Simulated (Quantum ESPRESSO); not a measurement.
# Si3FNO4: one run as intended and one with a planted mistake

A calculation, not a measurement. The program is pw.x of Quantum ESPRESSO 7.5 (plane-wave density functional theory). The cell is made up: 9 atoms on a quartz lattice, with randomly drawn elements, strain and displacements, not relaxed. PseudoDojo standard norm-conserving files (v0.5 for PBE, v0.4.1 for LDA and PBEsol) set the functional; there is no spin polarisation, spin-orbit coupling or dispersion term, and the masses in the input are unused placeholders.

Intended input:

```
&control calculation='scf', pseudo_dir='./dojo.nc.sr.pbe.v0_5.standard.upf', outdir='./o', disk_io='low', tprnfor=.true., tstress=.true. /
&system ibrav=0, nat=9, ntyp=4, nbnd=30, ecutwfc=84.00895049, nosym=.true., tot_charge=0,
 occupations='smearing', smearing='fd', degauss=0.0018374661
/
&electrons conv_thr=7.350e-09, electron_maxstep=60, /
ATOMIC_SPECIES
F 1.0 F.upf
N 1.0 N.upf
O 1.0 O.upf
Si 1.0 Si.upf
CELL_PARAMETERS angstrom
4.8373 0.0139 -0.0181
-2.4066 4.3135 0.037
-0.0199 0.0354 5.3328
ATOMIC_POSITIONS angstrom
Si 2.2887 0.0097 3.4331
Si -1.2871 2.0459 1.8444
Si 1.2944 2.2498 0.0813
F 1.2991 1.1713 4.2229
N 3.2547 0.6836 2.4354
O 2.6732 2.5409 0.5993
O 0.317 1.7452 1.1301
O -1.0631 3.208 2.9436
O 0.7833 3.7554 4.7333
K_POINTS automatic
5 5 4 1 1 1
```

The log is shortened where brackets say so; the opening notice, blank lines, dates and the lines on written files are dropped, and the path of the files is cut. It prints rydbergs, bohrs and kilobars, and counts compression as positive stress. Where no state is partly filled, the Fermi energy that it prints is only some level between the filled and the empty states on the mesh, and need not lie in the true gap.

Log of the intended run:

```
     Program PWSCF v.7.5
     Parallel version (MPI & OpenMP), running on       4 processor cores
     Number of MPI processes:                 4
     Threads/MPI process:                     1
     [start-up lines left out]
     bravais-lattice index     =            0
     lattice parameter (alat)  =       9.1413  a.u.
     unit-cell volume          =     752.0655 (a.u.)^3
     number of atoms/cell      =            9
     number of atomic types    =            4
     number of electrons       =        48.00
     number of Kohn-Sham states=           30
     kinetic-energy cutoff     =      84.0090  Ry
     charge density cutoff     =     336.0358  Ry
     scf convergence threshold =      7.3E-09
     mixing beta               =       0.7000
     number of iterations used =            8  plain     mixing
     Exchange-correlation= PBE
                           (   1   4   3   4   0   0   0)
     [axes and pseudopotential details left out]
   Cartesian axes
     site n.     atom                  positions (alat units)
         1        Si     tau(   1) = (   0.4731306   0.0020052   0.7097062  )
         2        Si     tau(   2) = (  -0.2660752   0.4229378   0.3812828  )
         3        Si     tau(   3) = (   0.2675843   0.4650890   0.0168067  )
         4        F      tau(   4) = (   0.2685559   0.2421365   0.8729773  )
         5        N      tau(   5) = (   0.6728265   0.1413169   0.5034571  )
         6        O      tau(   6) = (   0.5526162   0.5252665   0.1238900  )
         7        O      tau(   7) = (   0.0655317   0.3607758   0.2336195  )
         8        O      tau(   8) = (  -0.2197689   0.6631725   0.6085145  )
         9        O      tau(   9) = (   0.1619274   0.7763335   0.9784895  )
     number of k points=    50  Fermi-Dirac smearing, width (Ry)=  0.0018
                       cart. coord. in units 2pi/alat
        k(    1) = (   0.0999429   0.1669387   0.1126516), wk =   0.0400000
        k(    2) = (   0.1007957   0.1654692   0.3394382), wk =   0.0400000
     [further k points left out]
     Dense  grid:    78267 G-vectors     FFT dimensions: (  54,  60,  60)
     Estimated max dynamical RAM per process >     158.69 MB
     Estimated total dynamical RAM >     577.45 MB
     Initial potential from superposition of free atoms
     starting charge      47.9981, renormalised to      48.0000
     Starting wfcs are   36 randomized atomic wfcs
     total cpu time spent up to now is        2.5 secs
     per-process dynamical memory:   121.5 Mb
     Self-consistent Calculation
     iteration #  1     ecut=    84.01 Ry     beta= 0.70
     Davidson diagonalization with overlap
     ethr =  1.00E-02,  avg # of iterations =  3.1
     total cpu time spent up to now is        6.8 secs
     total energy              =    -227.17967706 Ry
     estimated scf accuracy    <       2.74903644 Ry
     iteration #  2     ecut=    84.01 Ry     beta= 0.70
     Davidson diagonalization with overlap
     ethr =  5.73E-03,  avg # of iterations =  2.9
     total cpu time spent up to now is       10.8 secs
     total energy              =    -227.93974301 Ry
     estimated scf accuracy    <       1.84592165 Ry
     [iterations 3 to 10 left out]
     iteration # 11     ecut=    84.01 Ry     beta= 0.70
     Davidson diagonalization with overlap
     ethr =  7.86E-11,  avg # of iterations =  2.0
     total cpu time spent up to now is       46.6 secs
     total energy              =    -228.29913865 Ry
     estimated scf accuracy    <          7.9E-09 Ry
     iteration # 12     ecut=    84.01 Ry     beta= 0.70
     Davidson diagonalization with overlap
     ethr =  1.64E-11,  avg # of iterations =  2.4
     total cpu time spent up to now is       50.2 secs
     End of self-consistent calculation
     [lines on levels left out]
     the Fermi energy is     6.8551 ev
!    total energy              =    -228.29913865 Ry
     estimated scf accuracy    <          7.3E-11 Ry
     smearing contrib. (-TS)   =       0.00000000 Ry
     internal energy E=F+TS    =    -228.29913865 Ry
     The total energy is F=E-TS. E is the sum of the following terms:
     one-electron contribution =    -104.62866369 Ry
     hartree contribution      =      78.55179161 Ry
     xc contribution           =     -61.29430149 Ry
     ewald contribution        =    -140.92796509 Ry
     convergence has been achieved in  12 iterations
     Forces acting on atoms (cartesian axes, Ry/au):
     atom    1 type  4   force =     0.08391896   -0.07082362    0.06335710
     atom    2 type  4   force =     0.17166383    0.04316997   -0.04135812
     atom    3 type  4   force =    -0.14726214    0.18017064   -0.06614757
     atom    4 type  1   force =    -0.03210948   -0.02262668   -0.02641682
     atom    5 type  2   force =    -0.00174568   -0.07130202   -0.01145514
     atom    6 type  3   force =     0.13788641    0.05248491   -0.01201156
     atom    7 type  3   force =    -0.12142860   -0.01954588    0.08457402
     atom    8 type  3   force =    -0.07519336   -0.02037773   -0.00634984
     atom    9 type  3   force =    -0.01572994   -0.07114957    0.01580794
     Total force =     0.413470     Total SCF correction =     0.000019
     Computing stress (Cartesian axis) and pressure
          total   stress  (Ry/bohr**3)                   (kbar)     P=      189.84
   0.00135901   0.00077370  -0.00012619          199.92      113.82      -18.56
   0.00077370   0.00116920  -0.00034230          113.82      172.00      -50.35
  -0.00012619  -0.00034230   0.00134332          -18.56      -50.35      197.61
     init_run     :      2.32s CPU      2.42s WALL (       1 calls)
     electrons    :     47.54s CPU     47.79s WALL (       1 calls)
     forces       :      0.68s CPU      0.69s WALL (       1 calls)
     stress       :      2.22s CPU      2.22s WALL (       1 calls)
     [timing details left out]
     PWSCF        :     52.83s CPU     53.21s WALL
     JOB DONE.
```

A second run has one planted mistake: two atoms have their elements exchanged. The input lines that differ, file-writing options aside:

```
- F 1.2991 1.1713 4.2229
+ O 1.2991 1.1713 4.2229
- O 2.6732 2.5409 0.5993
+ F 2.6732 2.5409 0.5993
```

Its log:

```
     Program PWSCF v.7.5
     Parallel version (MPI & OpenMP), running on       4 processor cores
     Number of MPI processes:                 4
     Threads/MPI process:                     1
     [start-up lines left out]
     bravais-lattice index     =            0
     lattice parameter (alat)  =       9.1413  a.u.
     unit-cell volume          =     752.0655 (a.u.)^3
     number of atoms/cell      =            9
     number of atomic types    =            4
     number of electrons       =        48.00
     number of Kohn-Sham states=           30
     kinetic-energy cutoff     =      84.0090  Ry
     charge density cutoff     =     336.0358  Ry
     scf convergence threshold =      7.3E-09
     mixing beta               =       0.7000
     number of iterations used =            8  plain     mixing
     Exchange-correlation= PBE
                           (   1   4   3   4   0   0   0)
     [axes and pseudopotential details left out]
   Cartesian axes
     site n.     atom                  positions (alat units)
         1        Si     tau(   1) = (   0.4731306   0.0020052   0.7097062  )
         2        Si     tau(   2) = (  -0.2660752   0.4229378   0.3812828  )
         3        Si     tau(   3) = (   0.2675843   0.4650890   0.0168067  )
         4        O      tau(   4) = (   0.2685559   0.2421365   0.8729773  )
         5        N      tau(   5) = (   0.6728265   0.1413169   0.5034571  )
         6        F      tau(   6) = (   0.5526162   0.5252665   0.1238900  )
         7        O      tau(   7) = (   0.0655317   0.3607758   0.2336195  )
         8        O      tau(   8) = (  -0.2197689   0.6631725   0.6085145  )
         9        O      tau(   9) = (   0.1619274   0.7763335   0.9784895  )
     number of k points=    50  Fermi-Dirac smearing, width (Ry)=  0.0018
                       cart. coord. in units 2pi/alat
        k(    1) = (   0.0999429   0.1669387   0.1126516), wk =   0.0400000
        k(    2) = (   0.1007957   0.1654692   0.3394382), wk =   0.0400000
     [further k points left out]
     Dense  grid:    78267 G-vectors     FFT dimensions: (  54,  60,  60)
     Estimated max dynamical RAM per process >     158.69 MB
     Estimated total dynamical RAM >     577.45 MB
     Initial potential from superposition of free atoms
     starting charge      47.9981, renormalised to      48.0000
     Starting wfcs are   36 randomized atomic wfcs
     total cpu time spent up to now is        2.5 secs
     per-process dynamical memory:   121.5 Mb
     Self-consistent Calculation
     iteration #  1     ecut=    84.01 Ry     beta= 0.70
     Davidson diagonalization with overlap
     ethr =  1.00E-02,  avg # of iterations =  3.0
     total cpu time spent up to now is        6.8 secs
     total energy              =    -227.03213240 Ry
     estimated scf accuracy    <       2.82194383 Ry
     iteration #  2     ecut=    84.01 Ry     beta= 0.70
     Davidson diagonalization with overlap
     ethr =  5.88E-03,  avg # of iterations =  2.9
     total cpu time spent up to now is       10.9 secs
     total energy              =    -227.76261387 Ry
     estimated scf accuracy    <       2.16229594 Ry
     [iterations 3 to 10 left out]
     iteration # 11     ecut=    84.01 Ry     beta= 0.70
     Davidson diagonalization with overlap
     ethr =  3.53E-11,  avg # of iterations =  4.0
     total cpu time spent up to now is       48.2 secs
     total energy              =    -228.19724940 Ry
     estimated scf accuracy    <       0.00000001 Ry
     iteration # 12     ecut=    84.01 Ry     beta= 0.70
     Davidson diagonalization with overlap
     ethr =  2.18E-11,  avg # of iterations =  2.0
     total cpu time spent up to now is       52.1 secs
     End of self-consistent calculation
     [lines on levels left out]
     the Fermi energy is     6.1486 ev
!    total energy              =    -228.19724939 Ry
     estimated scf accuracy    <          1.7E-09 Ry
     smearing contrib. (-TS)   =       0.00000000 Ry
     internal energy E=F+TS    =    -228.19724939 Ry
     The total energy is F=E-TS. E is the sum of the following terms:
     one-electron contribution =    -104.84944977 Ry
     hartree contribution      =      78.42862121 Ry
     xc contribution           =     -61.23014275 Ry
     ewald contribution        =    -140.54627809 Ry
     convergence has been achieved in  12 iterations
     Forces acting on atoms (cartesian axes, Ry/au):
     atom    1 type  4   force =    -0.02903077    0.06684206    0.17646780
     atom    2 type  4   force =     0.29028988   -0.02398291    0.14331679
     atom    3 type  4   force =    -0.30032854    0.01932848   -0.32571097
     atom    4 type  3   force =     0.04095945   -0.00545050    0.01800965
     atom    5 type  2   force =     0.02536521   -0.04364655   -0.10180040
     atom    6 type  1   force =     0.17315321    0.12137941   -0.02174708
     atom    7 type  3   force =    -0.13554355    0.01485935    0.11923804
     atom    8 type  3   force =    -0.09875926   -0.06379000   -0.06635227
     atom    9 type  3   force =     0.03389437   -0.08553935    0.05857843
     Total force =     0.679380     Total SCF correction =     0.000040
     Computing stress (Cartesian axis) and pressure
          total   stress  (Ry/bohr**3)                   (kbar)     P=      180.59
   0.00166403   0.00101341   0.00013525          244.79      149.08       19.90
   0.00101341   0.00070738  -0.00063139          149.08      104.06      -92.88
   0.00013525  -0.00063139   0.00131145           19.90      -92.88      192.92
     init_run     :      2.35s CPU      2.43s WALL (       1 calls)
     electrons    :     49.31s CPU     49.66s WALL (       1 calls)
     forces       :      0.73s CPU      0.74s WALL (       1 calls)
     stress       :      2.50s CPU      2.52s WALL (       1 calls)
     [timing details left out]
     PWSCF        :     54.97s CPU     55.45s WALL
     JOB DONE.
```

|  | intended run | run with the mistake |
| --- | --- | --- |
| free energy (eV) | -3106.168 | -3104.782 |
| smearing term -TS (eV) | 0.0000 | 0.0000 |
| pressure (GPa) | 18.98 | 18.06 |
| largest force component (eV/Å) | 4.632 | 8.374 |
| largest change of a force component (eV/Å) |  | 6.674 |
| iterations | 12 | 12 |

For scale, a rerun of the intended cell at a cutoff of 1437 eV and k mesh 7 x 7 x 6 moved values by no more than 0.002 eV in energy, 0.02 GPa in stress and 0.002 eV/Å in force.